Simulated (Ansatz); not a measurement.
The start is a generated trial cell of TaRu in the AFLOW prototype AB_hP2_187_d_a (B_h, as in WC). The structure is fully relaxed (lattice and positions, P = 0) with PBEsol (plane waves to 420 eV, PAW, scalar-relativistic; Ansatz, an electronic-structure program). The first steps use a coarse 11×11×10 k-mesh.

Starting cell:
```yaml
crystal:
  lattice:
    - [3.35182, 0.00000, 0.00000]
    - [-1.67591, 2.90276, 0.00000]
    - [0.00000, 0.00000, 3.27121]
  atoms:
    - { symbol: Ta, position: [0.00000, 0.00000, 0.00000] }
    - { symbol: Ru, position: [0.66667, 0.33333, 0.50000] }
```

Task: What pressure does the first self-consistent step give?

Result: +19.0 GPa (positive: the cell is compressed).

Task: How much energy is released per atom?

Result: 0.19 eV/atom.

Task: How does the volume change?

Result: +11.8 %, from 15.91 to 17.79 Å³/atom.

Task: How do the shortest distances between atoms change?

Result: The closest pairs of elements (up to four, under 3.6 Å), start → end: Ru–Ta 2.53 → 2.61 Å; Ta–Ta 3.27 → 3.01 Å; Ru–Ru 3.27 → 3.01 Å.

Task: What band gap does the relaxed structure have at this level?

Result: No gap (metallic).

Task: Write out the relaxed structure.

Result: 
Space group P-6m2 (No. 187); a = 3.695 Å, b = 3.695 Å, c = 3.008 Å, α = 90.00°, β = 90.00°, γ = 120.00°

```
atom  site  symmetry       x       y       z
----  ----  --------  ------  ------  ------
Ta      1a      -6m2  0.0000  0.0000  0.0000
Ru      1f      -6m2  0.6667  0.3333  0.5000
```

The space group stays P-6m2 (No. 187) (the run could not lower it); the end is AFLOW prototype AB_hP2_187_d_a (B_h, as in WC), with 2 atoms in the primitive cell. Final values are on a 15×15×15 k-mesh of the relaxed cell. No spin polarisation in the result.

The run could not lower the symmetry of its start; a shaken copy of this end point relaxes with PBEsol to P4/mmm (No. 123), 0.50 eV/atom lower.

The relaxed structure here is a generated cell of TaRu: the first start was made by placing the elements on the sites of a structure type, and the end was not matched to a known phase here, so it may be hypothetical.
